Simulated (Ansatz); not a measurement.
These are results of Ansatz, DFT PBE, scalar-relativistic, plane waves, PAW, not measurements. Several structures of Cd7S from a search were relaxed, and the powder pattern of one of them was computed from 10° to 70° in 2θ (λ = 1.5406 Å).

Cu Kα1 powder pattern (kinematic, no thermal factors).
2θ (°) (relative intensity): 28.50 (11), 28.99 (10), 30.43 (30), 31.64 (1), 32.69 (100), 35.64 (41), 37.09 (14), 39.14 (31), 42.63 (10), 43.10 (16), 47.43 (5), 48.28 (2), 50.48 (40), 52.08 (2), 57.02 (5), 58.99 (1), 59.26 (1), 60.09 (4), 61.44 (15), 62.23 (8), 63.31 (7), 64.28 (15), 65.67 (6), 67.72 (3), 68.15 (14), 68.50 (4)

Question: Which structure gives it?
A.

```cif
data_structure
_symmetry_space_group_name_H-M 'P3m1'
_symmetry_Int_Tables_number 156
_cell_length_a 3.8384
_cell_length_b 3.8384
_cell_length_c 16.2194
_cell_angle_alpha 90.000
_cell_angle_beta 90.000
_cell_angle_gamma 120.000
_cell_volume 206.95
loop_
_atom_site_label
_atom_site_type_symbol
_atom_site_symmetry_multiplicity
_atom_site_Wyckoff_symbol
_atom_site_fract_x
_atom_site_fract_y
_atom_site_fract_z
_atom_site_occupancy
Cd1 Cd 1 c 0.66667 0.33333 0.91526 1
Cd2 Cd 1 a 0.00000 0.00000 0.14757 1
Cd3 Cd 1 a 0.00000 0.00000 0.65257 1
Cd4 Cd 1 b 0.33333 0.66667 0.78248 1
Cd5 Cd 1 b 0.33333 0.66667 0.26923 1
Cd6 Cd 1 a 0.00000 0.00000 0.39685 1
Cd7 Cd 1 b 0.33333 0.66667 0.52477 1
S1 S 1 a 0.00000 0.00000 0.99326 1
```

B.

```cif
data_structure
_symmetry_space_group_name_H-M 'P-3m1'
_symmetry_Int_Tables_number 164
_cell_length_a 3.6132
_cell_length_b 3.6132
_cell_length_c 16.9519
_cell_angle_alpha 90.000
_cell_angle_beta 90.000
_cell_angle_gamma 120.000
_cell_volume 191.66
loop_
_atom_site_label
_atom_site_type_symbol
_atom_site_symmetry_multiplicity
_atom_site_Wyckoff_symbol
_atom_site_fract_x
_atom_site_fract_y
_atom_site_fract_z
_atom_site_occupancy
Cd1 Cd 2 d 0.66667 0.33333 0.89952 1
Cd2 Cd 2 d 0.33333 0.66667 0.76880 1
Cd3 Cd 2 d 0.66667 0.33333 0.63538 1
Cd4 Cd 1 b 0.00000 0.00000 0.50000 1
S1 S 1 a 0.00000 0.00000 0.00000 1
```

C.

```cif
data_structure
_symmetry_space_group_name_H-M 'Fm-3m'
_symmetry_Int_Tables_number 225
_cell_length_a 8.9095
_cell_length_b 8.9095
_cell_length_c 8.9095
_cell_angle_alpha 90.000
_cell_angle_beta 90.000
_cell_angle_gamma 90.000
_cell_volume 707.22
loop_
_atom_site_label
_atom_site_type_symbol
_atom_site_symmetry_multiplicity
_atom_site_Wyckoff_symbol
_atom_site_fract_x
_atom_site_fract_y
_atom_site_fract_z
_atom_site_occupancy
Cd1 Cd 24 d 0.00000 0.25000 0.75000 1
Cd2 Cd 4 b 0.50000 0.00000 0.00000 1
S1 S 4 a 0.00000 0.00000 0.00000 1
```

Answer: B. Its strongest line, at 2θ = 32.69°, has d = λ/(2 sin θ) = 2.737 Å and is the (1 0 3) reflection of the conventional P-3m1 cell with a = 3.613 Å, c = 16.952 Å. The others have their strongest lines at 34.9° (Fm-3m); 34.9° (P3m1). In energy it is the lowest of those shown.

These are computed cells and needn't be stable.
